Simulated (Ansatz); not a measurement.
GaAs:
```
GaAs
1.0
    0.00000     2.83270     2.83270
    2.83270     0.00000     2.83270
    2.83270     2.83270     0.00000
Ga As
1 1
Direct
  0.00000   0.00000   0.00000
  0.75000   0.75000   0.75000
```

Relaxed with r²SCAN. Special points in fractions of this cell's reciprocal vectors: Γ (0.000, 0.000, 0.000); X (0.500, 0.000, 0.500); U (0.625, 0.250, 0.625); K (0.375, 0.375, 0.750); L (0.500, 0.500, 0.500); W (0.500, 0.250, 0.750).

List the band energies nearest the valence-band maximum at these points for the program Ansatz at the r²SCAN level (PAW).

In eV from the valence-band maximum; about four levels below and three above (degenerate sets whole), none deeper than 8.9 eV; points with the same levels are listed once.

```json
[
 {"k": "Γ", "below": "0.00 0.00 0.00", "above": "0.97 4.05 4.05 4.05"},
 {"k": "X", "below": "-6.95 -2.75 -2.75", "above": "1.78 1.96 10.84 10.84"},
 {"k": "U", "below": "-6.75 -3.93 -2.32", "above": "2.29 5.02 8.53"},
 {"k": "L", "below": "-6.77 -1.17 -1.17", "above": "1.36 5.00 5.00"},
 {"k": "W", "below": "-6.75 -3.61 -3.40", "above": "5.01 5.07 5.90"}
]
```

Space group F-43m (zinc blende). The r²SCAN relaxation kept the symmetry of its start; phonons on a q-mesh show no instability. Spin–orbit coupling is left out wherever it is not named.

Potentials: the earlier of the program's two PAW sets.
